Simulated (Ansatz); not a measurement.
The cell below belongs to a search over invented structures; it isn't taken from experiment.

Input and command of a plane-wave DFT calculation in Ansatz:

```yaml
crystal:
  lattice:
    - [8.0716181655, 0.0, 0.0]
    - [-4.0358090827, 6.990226381, 0.0]
    - [0.0, 0.0, 5.6218823646]
  atoms:
    - { symbol: Zr, position: [0.9998997874, 0.2533713306, 0.25] }
    - { symbol: Zr, position: [0.2534715432, 0.0001002126, 0.25] }
    - { symbol: Zr, position: [0.7466286694, 0.7465284568, 0.25] }
    - { symbol: Zr, position: [0.2534715432, 0.2533713306, 0.75] }
    - { symbol: Zr, position: [0.9998997874, 0.7465284568, 0.75] }
    - { symbol: Zr, position: [0.7466286694, 0.0001002126, 0.75] }
    - { symbol: Zr, position: [0.6666666667, 0.3333333333, 0.0] }
    - { symbol: Zr, position: [0.6666666667, 0.3333333333, 0.5] }
    - { symbol: Hf, position: [0.3333333333, 0.6666666667, 0.0] }
    - { symbol: Hf, position: [0.3333333333, 0.6666666667, 0.5] }
    - { symbol: Ge, position: [0.3885908839, 0.3898279367, 0.25] }
    - { symbol: Ge, position: [0.0012370527, 0.6114091161, 0.25] }
    - { symbol: Ge, position: [0.6101720633, 0.9987629473, 0.25] }
    - { symbol: Ge, position: [0.0012370527, 0.3898279367, 0.75] }
    - { symbol: Ge, position: [0.6101720633, 0.6114091161, 0.75] }
    - { symbol: Ge, position: [0.3885908839, 0.9987629473, 0.75] }
basis:
  ecutwfc: 420
kpoints:
  mp_grid: { grid: [6, 6, 6] }
hamiltonian:
  xc: pbe
scf:
  occupations: { method: gaussian, width: 0.1 }
  n_extra_bands: 40
output:
  forces: true
  stress: true
  eigenvalues: true
  populations: true
  dos: { projected: true, de: 0.02, nscf_kmesh: { grid: [8, 8, 8] } }
  bader: false
  write_density: true
  write_potential: true
  elf: true
  volumetric_format: npy
```

```bash
ansatz run input.yaml --threads 1 --pin off --max-ram 2560MiB --backend cpu --events-out ev --progress --plain --runs-dir out
```

Processor: Intel(R) Xeon(R) Platinum 8488C (Sapphire Rapids), 1 thread, on a host shared with other jobs.

Estimate time, memory and problem size.

About 5.9 min, peak memory 2 GiB. It solves 156 bands at 28 k points (after reduction by symmetry) with about 6229 plane waves, in 9 SCF iterations.
